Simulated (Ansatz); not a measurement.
SnAs:
```yaml
crystal:
  lattice:
    - [0.00000, 2.87412, 2.87412]
    - [2.87412, 0.00000, 2.87412]
    - [2.87412, 2.87412, 0.00000]
  atoms:
    - { symbol: Sn, position: [0.00000, 0.00000, 0.00000] }
    - { symbol: As, position: [0.50000, 0.50000, 0.50000] }
```

Relaxed with r²SCAN. Special points in fractions of this cell's reciprocal vectors: Γ (0.000, 0.000, 0.000); X (0.500, 0.000, 0.500); U (0.625, 0.250, 0.625); K (0.375, 0.375, 0.750); L (0.500, 0.500, 0.500); W (0.500, 0.250, 0.750).

Task: List the band energies nearest the Fermi level at these points for the program Ansatz at the r²SCAN level (PAW).

Result: In eV from the Fermi level; about four levels below and three above (degenerate sets whole), none deeper than 8.9 eV; points with the same levels are listed once.

```csv
k,below,above
Γ,-2.59 -1.30 -1.30 -1.30,5.70 5.70 5.70
X,-6.05 -5.69 -3.53 -3.53,3.07 7.84 7.84
U,-7.45 -5.52 -2.87 -1.86,4.84 5.17 6.50
L,-8.80 -0.80 -0.80,1.13 1.41 1.41
W,-7.31 -5.04 -5.04,0.84 2.29 6.37 6.37
```

Space group Fm-3m (rock salt). The workflow started from an entry of the Crystallography Open Database (COD). Its standing as an ambient phase is unchecked. The r²SCAN relaxation kept the symmetry of its start; its stability against distortions is not shown here. Scalar-relativistic: spin–orbit coupling is off unless named, which matters more the heavier the elements.

Potentials: the later of the program's two PAW sets.
